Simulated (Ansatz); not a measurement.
Given:

PbSe:
```cif
data_PbSe
_chemical_formula_sum 'Pb1 Se1'
_space_group_name_H-M_alt 'P 1'
_space_group_IT_number 1
_cell_length_a 4.39646
_cell_length_b 4.39646
_cell_length_c 4.39646
_cell_angle_alpha 60.000
_cell_angle_beta 60.000
_cell_angle_gamma 60.000
loop_
_space_group_symop_operation_xyz
  'x, y, z'
loop_
_atom_site_label
_atom_site_type_symbol
_atom_site_fract_x
_atom_site_fract_y
_atom_site_fract_z
_atom_site_occupancy
Pb1 Pb 0.00000 0.00000 0.00000 1
Se1 Se 0.50000 0.50000 0.50000 1
```

This is the PBE-relaxed structure.

Question: All from PBE in the plane-wave PAW code Ansatz, unless another level is named. Estimate the band gap.

Answer: 0.43 eV (direct).

Question: What about the Z2 indices of the occupied bands with spin–orbit coupling?

Answer: 0;(000).

Question: And the weight of the valence-edge state by species (Voronoi cells)?

Answer: Se 70 %, Pb 30 %.

Space group Fm-3m (rock salt). The PBE relaxation kept the symmetry of its start; of distortions, only those at the zone centre were tested. Spin–orbit coupling is left out wherever it is not named.

Potentials: the later of the program's two PAW sets.
